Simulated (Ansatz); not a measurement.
Relaxed La (dhcp type, space group P6_3/mmc):

```xyz
4
Lattice="3.7703 0.0000 0.0000 -1.8852 3.2652 0.0000 0.0000 0.0000 12.0810" Properties=species:S:1:pos:R:3 pbc="T T T"
La     0.0000     0.0000     0.0000
La     0.0000     0.0000     6.0405
La     0.0000     2.1768     3.0202
La     1.8852     1.0884     9.0607
```

These are PBE (plane waves to 420 eV, PAW, scalar-relativistic; Ansatz, an electronic-structure program) values and carry that method's errors. k mesh 11×11×3 (Γ-centred), Fermi-Dirac smearing 0.05 eV. With partly filled bands, energies and forces of such displacements shift with the k mesh and the smearing. La is run without spin polarisation. La was relaxed with its symmetry unable to fall.

One atom of the cell was then moved (with its periodic images), all else fixed, and the forces (eV/Å) came out as:

| atom | Fx | Fy | Fz |
|---|---|---|---|
| La1 | 0.017 | 0.018 | 0.002 |
| La2 | 0.017 | 0.018 | -0.002 |
| La3 | -0.051 | -0.051 | 0.000 |
| La4 | 0.016 | 0.016 | 0.000 |

**Question.** Which atom was moved, and by which vector (Å)?

**Answer.** La3, by (0.10, 0.10, 0.00), 0.15 Å in all.

(For displaced atoms, the force is minus the slope of the energy, and its curvature is a force constant, which sets phonon frequencies.)
